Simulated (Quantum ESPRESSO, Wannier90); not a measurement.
# Wannier functions of ZnSe (zinc blende)

Cell from Materials Project (mp-1190), symmetrised, no further relaxation. COD (Crystallography Open Database) has the formula in 2 space groups, this one among them (matched by group alone). Computed values, not measurements, from PBEsol: Quantum ESPRESSO (norm-conserving PseudoDojo potentials, cutoff 69 Ry, no spin polarisation, no spin-orbit coupling) on a Γ-centred 10×10×10 mesh, then Wannier90. Density: 10×10×10 mesh, cold smearing 0.01 Ry. Spin-orbit coupling, left out, would split the p-like bands by a few tenths of an eV.

```
begin unit_cell_cart
ang
    0.0000000000    2.8324450000    2.8324450000
    2.8324450000    0.0000000000    2.8324450000
    2.8324450000    2.8324450000    0.0000000000
end unit_cell_cart
mp_grid = 10 10 10
```

Neighbour vectors b of the finite-difference formula (Å⁻¹), by shell:

```csv
shell,b_x,b_y,b_z
1,0.11091,0.11091,-0.11091
1,0.11091,-0.11091,0.11091
1,-0.11091,0.11091,0.11091
1,0.11091,0.11091,0.11091
1,-0.11091,-0.11091,0.11091
1,-0.11091,0.11091,-0.11091
1,0.11091,-0.11091,-0.11091
1,-0.11091,-0.11091,-0.11091
```

Find the weights w_b from the completeness condition Σ_b w_b b_α b_β = δ_αβ.

Shell 1: Σ b_x² = 0.098, Σ b_y² = 0.098, Σ b_z² = 0.098 Å⁻²
Each of the three diagonal sums, weighted, has to give 1 and the off-diagonal ones 0, which holds for w_1 = 10.2 Å². Check on xx: 10.16×0.098 = 1.00.

On this mesh the 4 functions of bands 10,16-18 (valence bands; start: s functions at the bond centres, conv_tol = 1.0e-6) end with spreads 2.4606, 2.4606, 2.4606, 2.4606 Å², Ω_I = 9.4967 Å² and Ω_D = 0.0057 Å².

Ω_total is the sum of the spreads, 9.842 Å². Ω_OD = Ω_total − Ω_I − Ω_D = 0.340 Å². Only (Ω_D + Ω_OD)/Ω_total = 3.5 % depends on the gauge, and another start could lower the total by that share at most. The rms radius is √(Ω_total/4) = 1.57 Å.
